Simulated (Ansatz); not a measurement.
## Elastic constants of BaAs2Rh2: input and output

Method: DFT PBEsol, scalar-relativistic, plane waves, PAW (Ansatz 0.2.0).

Launched with:
```bash
ansatz run input.yaml --threads 2 --pin off --max-ram 7168MiB --backend cpu --events-out ev --progress --plain --runs-dir out
```

Input (bare energies are in eV):
```yaml
crystal:
  lattice:
    - [-2.0182987587, 2.0182987587, 6.3555254333]
    - [2.0182987587, -2.0182987587, 6.3555254333]
    - [2.0182987587, 2.0182987587, -6.3555254333]
  atoms:
    - { symbol: Ba, position: [0.0, 0.0, 0.0] }
    - { symbol: As, position: [0.357204042, 0.357204042, 0.0] }
    - { symbol: As, position: [0.642795958, 0.642795958, 0.0] }
    - { symbol: Rh, position: [0.75, 0.25, 0.5] }
    - { symbol: Rh, position: [0.25, 0.75, 0.5] }
basis:
  ecutwfc: 420
kpoints:
  mp_grid: { grid: [12, 12, 12] }
hamiltonian:
  xc: pbesol
scf:
  occupations: { method: fermi_dirac, width: 0.15 }
output:
  forces: true
  stress: true
  eigenvalues: true
elastic:
  mode: relaxed_ion
  amplitude: 0.005
  stencil: two_point
```

From the output:
```
--- Elastic constants: 4 strain directions × 2 members + reference (group order 16) ---
  dense FFT box of the reference and of every strained cell: 48×48×48
  strains applied: 11, 33, 23, 12; error gains: componentwise 1.00 (the most a stress slope's error grows in a printed constant), spectral 1.41 (1 for all six strains in a standard setting)
  reference relaxed by the batch: 2 steps; max|allowed force component| 1.80e-4 eV/Å at the deck's positions, 3.25e-5 at the last accepted step, 3.25e-5 by the solve of record
  largest displacement 1.4e-5 Å; the constants are those of the deck's cell at these positions:
  atoms:
    - { symbol: Ba, position: [-2.6655009287391104e-23, -2.665500928739095e-23, -4.100225595500636e-37] }
    - { symbol: As, position: [0.3572029297997702, 0.3572029297997702, 6.383305756631673e-37] }
    - { symbol: As, position: [0.6427970702002298, 0.6427970702002298, -6.662866592688536e-37] }
    - { symbol: Rh, position: [0.7499999999999998, 0.25000000000000006, 0.4999999999999999] }
    - { symbol: Rh, position: [0.25000000000000006, 0.7499999999999998, 0.4999999999999999] }
  C = ∂σ_k/∂η_j (tension-positive GPa; Voigt order 11 22 33 23 13 12):
       149.280     56.674     60.251      0.000     -0.000      0.000
        56.674    149.280     60.251      0.000     -0.000      0.000
        60.241     60.241     98.746      0.000     -0.000      0.000
         0.000      0.000     -0.000     35.422      0.000     -0.000
        -0.000      0.000     -0.000     -0.000     35.422      0.000
        -0.000      0.000      0.000      0.000     -0.000     62.214
  reference stress σ⁰ (GPa):     -0.003     -0.003      0.003     -0.000      0.000      0.000
  C* (energy form; C + prestress term) asymmetry max|C*_kj − C*_jk| = 3.584e-3 GPa — a small one proves nothing (zero by symmetry where the batch's group is 432, −43m or m−3m); a large one is finite-difference/SCF noise where every solve ...
  moduli (Voigt/Reuss/Hill, GPa): K = 83.52/80.50/82.01   G = 41.29/37.75/39.52   E = 102.15   ν = 0.292
  mechanically stable: yes (min eigenvalue of sym C = 35.42 GPa)
  the stresses are not corrected for the forces that the relaxations left standing (`elastic.f_tol`)
  strain η (Voigt 11):  stress-route row diagonal C_11 = 149.28 GPa, energy-path curvature d²(F+E_count+ΔE)/dδ²/Ω₀ = 149.29 GPa
         δ    σ_11 (GPa) F (eV) n_scf n_hpsi n_pw
    -5.000e-3      -0.7589      -28170.4881420       7  193591   2050   relax 6 steps, max|allowed force component| 4.84e-7 eV/Å
     5.000e-3       0.7339      -28170.4881776       7  201768   2058   relax 3 steps, max|allowed force component| 1.61e-5 eV/Å
  strain η (Voigt 33):  stress-route row diagonal C_33 = 98.75 GPa, energy-path curvature d²(F+E_count+ΔE)/dδ²/Ω₀ = 98.75 GPa
         δ    σ_33 (GPa) F (eV) n_scf n_hpsi n_pw
    -5.000e-3      -0.4970      -28170.4885701       7  112210   2046   relax 3 steps, max|allowed force component| 8.97e-7 eV/Å
     5.000e-3       0.4904      -28170.4885589       8  120373   2066   relax 3 steps, max|allowed force component| 1.67e-6 eV/Å
  strain η (Voigt 23):  stress-route row diagonal C_44 = 35.42 GPa, energy-path curvature d²(F+E_count+ΔE)/dδ²/Ω₀ = 35.42 GPa
         δ    σ_23 (GPa) F (eV) n_scf n_hpsi n_pw
    -5.000e-3      -0.1771      -28170.4890766       7  328865   2056   relax 6 steps, max|allowed force component| 9.90e-7 eV/Å
     5.000e-3       0.1771      -28170.4890766       7  328467   2056   relax 4 steps, max|allowed force component| 1.35e-5 eV/Å
  strain η (Voigt 12):  stress-route row diagonal C_66 = 62.21 GPa, energy-path curvature d²(F+E_count+ΔE)/dδ²/Ω₀ = 62.22 GPa
         δ    σ_12 (GPa) F (eV) n_scf n_hpsi n_pw
    -5.000e-3      -0.3111      -28170.4888612       7  191604   2054   relax 2 steps, max|allowed force component| 6.17e-7 eV/Å
     5.000e-3       0.3111      -28170.4888612       7  191714   2054   relax 3 steps, max|allowed force component| 6.54e-9 eV/Å
```

The run took 37 min on 2 threads of Arm Neoverse V1 (shared host), peak memory 1.9 GiB.

In a metal, frequencies and elastic constants depend on the k mesh and the smearing, soft modes and shear constants most.